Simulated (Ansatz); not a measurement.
Tc, DFT, LDA, all-electron PAW with datasets made for the crystal, scalar-relativistic (Ansatz 0.2.0), run on 1 thread of Intel(R) Xeon(R) Platinum 8375C CPU @ 2.90GHz (Ice Lake) on a shared host.

The cell comes from COD entry 1541062, which wasn't checked; take it as a given geometry. The listed cell was then made from it by scaling, straining or moving an atom.

Command: `ansatz run input.yaml --threads 1 --pin off --max-ram 3072MiB --backend cpu --events-out ev --progress --plain --runs-dir out`

```yaml
crystal:
  lattice:
    - [2.7581463957, 0.0, 0.0]
    - [-1.3790731979, 2.3886248461, 0.0]
    - [0.0, 0.0, 4.4271266766]
  atoms:
    - { symbol: Tc, position: [0.3333333333, 0.6666666667, 0.25] }
    - { symbol: Tc, position: [0.6666666667, 0.3333333333, 0.75] }
kpoints:
  mp_grid: { grid: [17, 17, 9] }
scf:
  occupations: { method: fermi_dirac, width: 0.08 }
hamiltonian:
  xc: lda
  pseudopotentials: { kind: all_electron, datasets: crystal }
output:
  forces: true
  stress: true
  eigenvalues: true
  efg: { contact_densities: true }
```

(1) How large is the problem that the program sets up?

(2) About how long does it take, and how much memory does it use?

(3) And the same cell and mesh by PAW with the default files, asked for forces, stress, eigenvalues, efg, on the same hardware?

Results:

(1) 165 irreducible k-points, 325 plane waves at Γ, 13 bands.

(2) 16 s of wall time for 7 SCF iterations, with a peak of 0.61 GiB. Times on shared machines scatter by tens of per cent.

(3) 5.7 s, peak memory 0.39 GiB.
